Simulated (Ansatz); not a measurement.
# Al3GaN4: computed property card

Al₃GaN₄:
```yaml
crystal:
  lattice:
    - [3.12493, 0.00000, 0.00000]
    - [-1.56247, 2.70627, 0.00000]
    - [0.00000, 0.00000, 10.07324]
  atoms:
    - { symbol: Ga, position: [0.33333, 0.66667, 0.00559] }
    - { symbol: N, position: [0.33333, 0.66667, 0.20072] }
    - { symbol: Al, position: [0.66667, 0.33333, 0.25808] }
    - { symbol: N, position: [0.66667, 0.33333, 0.44644] }
    - { symbol: Al, position: [0.33333, 0.66667, 0.50485] }
    - { symbol: N, position: [0.33333, 0.66667, 0.69311] }
    - { symbol: Al, position: [0.66667, 0.33333, 0.75126] }
    - { symbol: N, position: [0.66667, 0.33333, 0.93949] }
```

Space group P3m1 (No. 156); conventional cell a = 3.1249 Å, b = 3.1249 Å, c = 10.0732 Å, α = 90.00°, β = 90.00°, γ = 120.00°.

Method: r²SCAN in the plane-wave PAW code Ansatz. Geometry: relaxed at this level of theory. Other levels are named where they apply.

### Cell and energy

```
Item                                                          Result
-----------------------------------------------------  -------------
Volume per atom                                             10.65 Å³
Density                                                   4.03 g/cm³
Formation energy from the elements (no fitted shifts)  -1.37 eV/atom
```

### Electronic structure

```
Quantity                                                                         Value
------------------------------------------------  ------------------------------------
Band gap                                                              3.90 eV (direct)
Valence-band maximum                                                              at Γ
Conduction-band minimum                                                           at Γ
Electron effective mass                                            0.28 mₑ (isotropic)
Electron effective mass with spin–orbit coupling                   0.28 mₑ (isotropic)
Hole effective mass, band 1 of 2 at the edge              1.6 along x, 19 along z (mₑ)
Hole effective mass, band 2 of 2 at the edge             0.28 along x, 19 along z (mₑ)
Hole effective mass with spin–orbit coupling      0.52, 0.52, 20 mₑ (principal values)
HSE06 gap on the r²SCAN cell                                                   4.70 eV
Gap with spin–orbit coupling                                                   3.90 eV
```

### Mechanics

```
Property                                                                                                                               Value
-----------------------------------------------------------  -------------------------------------------------------------------------------
Bulk modulus (Birch–Murnaghan fit)                                                                                                   207 GPa
Pressure derivative B′                                                                                                                   3.9
Elastic constants (relaxed ions, GPa)                                      C11 = 396, C12 = 137, C13 = 102, C14 = -1.2, C33 = 395, C44 = 114
Mechanical stability                                                                                  stable (all eigenvalues of C positive)
Hill bulk and shear moduli                                                                                                   207 and 127 GPa
Young's modulus                                                                                                                      317 GPa
Poisson's ratio                                                                                                                         0.25
Debye temperature from the elastic constants                                                                                           844 K
Piezoelectric stress constants (proper, relaxed ions, C/m²)  e15 = e24 = -0.31, e16 = e21 = -0.03, e22 = 0.03, e31 = e32 = -0.55, e33 = 1.28
```

### Charges

```
Quantity                                                Result
-------------  -----------------------------------------------
Bader charges  Ga +1.66, N -2.48 to -1.87, Al +2.48 to +2.49 e
```

The start of the workflow was typed in or built on a structure type; neither database checked (COD, Materials Project) lists it. Whether it is the stable phase at ambient conditions was not checked. The cell was relaxed with r²SCAN under the symmetry of its start; its stability against distortions is not shown here. Signs of piezoelectric constants follow the polarity of the cell as given. The references are the lowest solids computed at this level, not always the standard phases (solids in place of the gases). Spin–orbit coupling is left out wherever it is not named.

Potentials: the earlier of the program's two PAW sets. The files were generated under PBE; for other functionals the program regenerates the frozen cores, and for LDA and PBEsol the local potential too.
